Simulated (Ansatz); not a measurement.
A relaxed database cell of TaN: P-6m2 (No. 187), hP2; a = 2.936 Å, b = 2.936 Å, c = 2.885 Å, α = 90.00°, β = 90.00°, γ = 120.00°; Ta 1b (0.000, 0.000, 0.500); N 1e (0.667, 0.333, 0.000). These are r2SCAN (plane waves to 500 eV, PAW, scalar-relativistic; Ansatz, a first-principles code) values and carry that method's errors. Element references, the lowest calculated here: N (Pa-3), Ta (Im-3m); gases are represented by their molecular solids.

Q: Give the formation energy of this P-6m2 form of TaN from the elements at the level r2SCAN.

A: -1.33 eV/atom.

A lower structure of this composition may exist. Known forms of TaN include space group No. 225.

Static energies, no anion corrections, no zero-point energy. Values are rounded to 0.01 eV/atom. Not shown to be the ambient phase of their composition (a lower form may be missing, and a cell relaxed within its start's symmetry can be a saddle point): TaN (P-6m2). Spin-orbit coupling is missing from these energies, which matters for elements this heavy. The compounds carry no spin polarisation.
